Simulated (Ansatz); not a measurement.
Simulated (Ansatz). Plane-wave DFT: natural occupations of the f shells on orthogonalised atomic orbitals at the end of the run, rising, by spin; atoms or cell relaxed as the task says.

```
cell
1.0
     0.0000    0.0000   -7.3840
     4.4610   -7.7267    0.0000
    -8.9220    0.0000    0.0000
Yb Mn Sb
4 8 8
Direct
  0.0000 0.0000 0.5000
  0.0000 0.5000 0.5000
  0.0000 0.0000 0.0000
  0.0000 0.5000 0.0000
  0.3760 0.1667 0.3333
  0.3760 0.6667 0.3333
  0.3760 0.1667 0.8333
  0.3760 0.6667 0.8333
  0.6240 0.3333 0.1667
  0.6240 0.8333 0.1667
  0.6240 0.3333 0.6667
  0.6240 0.8333 0.6667
  0.7518 0.1667 0.3333
  0.7518 0.6667 0.3333
  0.7518 0.1667 0.8333
  0.7518 0.6667 0.8333
  0.2482 0.3333 0.1667
  0.2482 0.8333 0.1667
  0.2482 0.3333 0.6667
  0.2482 0.8333 0.6667
```

Starting moments (μB): Mn number 1 4.37, Mn number 2 4.37, Mn number 3 4.37, Mn number 4 4.37, Mn number 5 4.37, Mn number 6 4.37, Mn number 7 4.37, Mn number 8 4.37; others 0.

| quantity | value |
| --- | --- |
| cell charge | 0 e |
| spin | collinear |
| scf start | atoms |
| lower state search | off |
| functional | PBE |
| wave cutoff | 420 eV |
| k mesh | 3, 3, 3 |
| k shift | 0, 0, 0 mesh steps |
| gaussian smearing | 0.05 eV |
| task | single point |

Task: How are the f shells occupied at the end?

Result: 

```csv
shell atom,shell element,shell spin,shell occupation 1 (e),shell occupation 2 (e),shell occupation 3 (e),shell occupation 4 (e),shell occupation 5 (e),shell occupation 6 (e),shell occupation 7 (e)
1,Yb,up,0.97,0.97,0.97,0.98,0.99,0.99,1
1,Yb,down,0.98,0.98,0.98,0.99,0.99,0.99,0.99
2,Yb,up,0.97,0.97,0.97,0.98,0.99,0.99,1
2,Yb,down,0.98,0.98,0.98,0.99,0.99,0.99,0.99
3,Yb,up,0.97,0.97,0.97,0.98,0.99,0.99,1
3,Yb,down,0.98,0.98,0.98,0.99,0.99,0.99,0.99
4,Yb,up,0.97,0.97,0.97,0.98,0.99,0.99,1
4,Yb,down,0.98,0.98,0.98,0.99,0.99,0.99,0.99
```

Caveats: 4f shell without a U, which puts 4f levels too near the Fermi level; occupations loosely converged; open f or d shells may hold a state above the lowest.
